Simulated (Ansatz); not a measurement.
An Ansatz input:

```yaml
crystal:
  lattice:
    - [-1.3429589047, 1.3429589047, 1.3429589047]
    - [1.3429589047, -1.3429589047, 1.3429589047]
    - [1.3429589047, 1.3429589047, -1.3429589047]
  atoms:
    - { symbol: Ni, position: [0.0, 0.0, 0.0], spin: 0.355 }
hamiltonian:
  xc: lda
  pseudopotentials:
    kind: paw
    azcp:
      Ni: "pseudopotentials/Ni.paw.azcp"
basis:
  ecutwfc: 420
  fft_grid_basis: typed
kpoints:
  mp_grid: { grid: [18, 18, 18], shift: [0, 0, 0] }
magnetization:
  spin_polarized: true
scf:
  occupations: { method: fermi_dirac, width: 0.05 }
  lower_state_search: "off"
output:
  stress: true
```

Terminal output

```
Warning: the record states the generating functional pbe (its physics header spells it `PBE`), which answers neither for hamiltonian.xc's functional nor for the lda family's — results may be inconsistent (PPs are generated against a specific XC)
Engine: ansatz 0.2.0, x86_64-unknown-linux-gnu
Pseudopotentials: kind: paw
Pseudopotential: Ni, paw, valence charge 18, recommended cutoff 420 eV (normal) 
Functional definition: SPW92
  exchange = slater_x
  correlation = pw_c
Crystal: 1 atoms, lattice volume = 9.688 Å³
Basis set: ecut = 420 eV, 201 PW (Γ)
Bands: 14, of which v1, the nominal top of the filled ones, is band 9 counted from 1 (8 counted from 0)
Symmetry: 48 space group operations
Space group: Im-3m (ITA 229), of the structure as read, at distance tolerance 2.1e-5 Å
Magnetic group: BNS 229.140 (UNI 1642), of the structure as read, at distance tolerance 2.1e-5 Å
k-points: 195 of 5832
Non-local potential: Ni, projectors of the file, l = 0: 3, l = 1: 2, l = 2: 3, l = 3: 1
PAW form: soft (Blöchl's): semilocal exchange-correlation on the pseudo side does not see the compensation charge
PAW frozen core: Ni, regenerated for the run's functional, and the local potential with it (the file was generated under x = pbe(κ = 0.804, μ = 0.2195149727645171), c = pbe(β = 0.06672455060314922))
PAW one-centre angular grid: Ni, 590 points (default); XC on 64 Gauss nodes
Initial density: superposition of atomic densities (chi_scale 0.1, normalization cell)
Starting moments: Σ|m| = 0.355 μB on 1 of 1 site
Initial wavefunctions: pseudopotential atomic-orbital guess
Functional: x = slater, c = lda
iter 1 solved again at ethr=7.89e-5 eV; its pass at ethr=3.10e-3 eV (dr2=1.42e-2 eV) is discarded
SCF iter   1: F=—  HF=-5773.270603 eV  |F-HF|=—  |Δ(HF+E_count)|=         —  Δρ=1.69e-2 (↑1.69e-2 ↓1.66e-2)  dr2=1.48e-2  dr2_m=6.55e-3  M=0.253 μB ∫|m|=0.262 μB  β_m=0.30  ethr=7.89e-5  ⟨swp⟩=1.0  Hψ=37188  notcnv=0
SCF iter   2: F=—  HF=-5773.265034 eV  |F-HF|=—  |Δ(HF+E_count)|=   5.57e-3  Δρ=1.64e-2 (↑8.06e-3 ↓1.64e-2)  dr2=1.27e-2  dr2_m=3.63e-3  M=0.248 μB ∫|m|=0.260 μB  β_m=0.30  ethr=7.89e-5  ⟨swp⟩=2.1  Hψ=9501  notcnv=0
SCF iter   3: F=—  HF=-5773.264941 eV  |F-HF|=—  |Δ(HF+E_count)|=   9.34e-5  Δρ=1.19e-2 (↑6.32e-3 ↓1.19e-2)  dr2=3.92e-3  dr2_m=2.80e-3  M=0.240 μB ∫|m|=0.253 μB  β_m=0.30  ethr=7.04e-5  ⟨swp⟩=2.0  Hψ=7905  notcnv=0
SCF iter   4: F=—  HF=-5773.266582 eV  |F-HF|=—  |Δ(HF+E_count)|=   1.64e-3  Δρ=5.55e-3 (↑3.20e-3 ↓5.55e-3)  dr2=6.12e-4  dr2_m=1.57e-3  M=0.237 μB ∫|m|=0.252 μB  β_m=0.30  ethr=2.18e-5  ⟨swp⟩=2.2  Hψ=10593  notcnv=0
SCF iter   5: F=—  HF=-5773.266881 eV  |F-HF|=—  |Δ(HF+E_count)|=   2.99e-4  Δρ=4.99e-3 (↑3.03e-3 ↓4.99e-3)  dr2=2.99e-4  dr2_m=1.39e-3  M=0.230 μB ∫|m|=0.246 μB  β_m=0.30  ethr=3.40e-6  ⟨swp⟩=1.0  Hψ=5580  notcnv=0
SCF iter   6: F=—  HF=-5773.267142 eV  |F-HF|=—  |Δ(HF+E_count)|=   2.61e-4  Δρ=4.00e-3 (↑3.50e-3 ↓4.00e-3)  dr2=1.65e-5  dr2_m=1.25e-3  M=0.224 μB ∫|m|=0.240 μB  β_m=0.30  ethr=1.66e-6  ⟨swp⟩=1.0  Hψ=5460  notcnv=0
...
SCF iter  23: F=—  HF=-5773.268807 eV  |F-HF|=—  |Δ(HF+E_count)|=   1.92e-6  Δρ=6.26e-5 (↑3.37e-5 ↓6.26e-5)  dr2=4.69e-8  dr2_m=1.25e-7  M=0.001 μB ∫|m|=0.001 μB  β_m=0.77  ethr=1.52e-10  ⟨swp⟩=2.8  Hψ=22679  notcnv=0
iter 24 did not close the SCF: its close was put off for a magnetic moment that had not settled (scf_convergence_deferred on its scf_iter line)
SCF iter  24: F=-5773.268807 eV  HF=-5773.268807 eV  |F-HF|=3.59e-9  |Δ(HF+E_count)|=   7.16e-8  Δρ=8.74e-6 (↑8.74e-6 ↓7.42e-6)  dr2=1.12e-9  dr2_m=4.49e-9  M=0.000 μB ∫|m|=0.000 μB  β_m=0.89  ethr=1.52e-10  ⟨swp⟩=3.5  Hψ=14605  notcnv=0
iter 25 did not close the SCF: its close was put off for a magnetic moment that had not settled (scf_convergence_deferred on its scf_iter line)
SCF iter  25: F=-5773.268807 eV  HF=-5773.268807 eV  |F-HF|=1.08e-10  |Δ(HF+E_count)|=   6.78e-9  Δρ=1.29e-6 (↑1.01e-6 ↓1.29e-6)  dr2=1.23e-10  dr2_m=2.50e-11  M=0.000 μB ∫|m|=0.000 μB  β_m=0.94  ethr=6.21e-12  ⟨swp⟩=1.5  Hψ=16083  notcnv=0
SCF iter  26: F=-5773.268807 eV  HF=-5773.268807 eV  |F-HF|=9.09e-13  |Δ(HF+E_count)|=  8.19e-12  Δρ=2.09e-7 (↑9.91e-8 ↓2.09e-7)  dr2=8.89e-13  dr2_m=5.52e-13  M=0.000 μB ∫|m|=0.000 μB  ethr=1.00e-12  ⟨swp⟩=1.2  Hψ=13367  notcnv=0
WARN: the starting moments were not kept: the SCF closed with an absolute magnetisation of 9.5e-7 μB, where they sum to 0.355 μB in size (1 site). That is at most 0.1 of that sum. Measured as dr2_m measures the in/out step, that magnetisation stands 2.4e-12 eV from none, at or under the dr2_threshold of 1.0e-7 eV: it is no larger than a step whose dr2_m would equal this threshold. The system may hold no moment; this SCF shows only that its start led to no more than that. To try another start: raise the starting moments (crystal.atoms[].spin, magnetization.per_species, magnetization.initial_magnetization, or on a non-collinear deck that types none of these the spinor_matrix: blocks that start its atoms; where the total moment is fixed, keep their sum and leave initial_magnetization as it is; typed ones take the place of any that the run laid by itself, positive ones on a crystal's lanthanoids without a Hubbard term where scf.initial_density.shell_occupations: [] is typed) or, if the notice of its spin-set hold's release reads "site moments contracting" or "site moments show no strong build", lengthen the hold (scf.mixing.spin_hold: { on: { confirm: 4 } }; for m-r²SCAN on two components see the key's manual first). Each may lead to a state that holds a moment. A second SCF, from the converged charge density, with the starting moments and any scf.initial_density.shell_occupations laid on it anew, would have followed, and was not run: the deck does not ask for one (magnetization.retry_lost_moments is false, the default). To let it run, set magnetization.retry_lost_moments: true and run the deck again, where that key's refused combinations let it; where memory then withholds it, that run's warning says so.
SCF 1 converged in 26 iterations: F = -5773.268807 eV  dr2 = 8.89e-13
SCF converged after 26 iterations
Magnetization: 0.0000 μB (9.0000 up, 9.0000 down)
Absolute magnetization: 0.0000 μB (∫|ρ↑−ρ↓|, with the PAW one-centre terms)
Spin contamination: 0.0000 ħ² per cell (⟨S²⟩ above its minimum at these occupations)
Per-site moments (μB) at R_I (Å): [(9.341533486030544e-7, 0.9595051353596981)]
Free energy (F): -5773.268807 eV
Harris-Foulkes:  -5773.268807 eV  (|F-HF|=9.09e-13)
Internal energy: -5773.255528 eV  (E = F + TS)
E sigma→0 (E₀):  -5773.262167 eV
Entropy (-TS):   -0.013279 eV (-13.279 meV/atom)
Fermi energy:    20.333935 eV
--- Per-component energies (eV) ---
  E_band       = -241.683379
  E_kinetic    = 285.676320
  E_local      = -3247.320103  (includes V_loc(G=0)·N_el)
  E_nonlocal   = 638.542232
  E_hartree    = 1358.551244
  E_xc         = -85.766709
  E_vxc        = -111.050381  (∫ρ·V_xc dr)
  E_paw        = -1562.667729  (= ΣΔE_a)
  E_vpaw       = -524.634355  (= ΣTr[D̂ρ^β])
  E_aug_tail   = 0.000445  (compensation charges beyond the density's cutoff)
  E_ewald      = -3160.705347
  E_core_change = 0.434120  (= ΣΔE_core)
  E_smearing   = -0.013279  (= −TS)
  E_closure    = -0.000000  (closes the sum)
  Σ components = -5773.268807   (vs F -5773.268807, Δ=0.00e0)
--- Stress (GPa, compression-positive) ---
        9.866746      -0.000000      -0.000000
       -0.000000       9.866746       0.000000
        0.000000      -0.000000       9.866746
  P = ⅓ Tr σ = 9.8667 GPa (98.667 kbar)
```
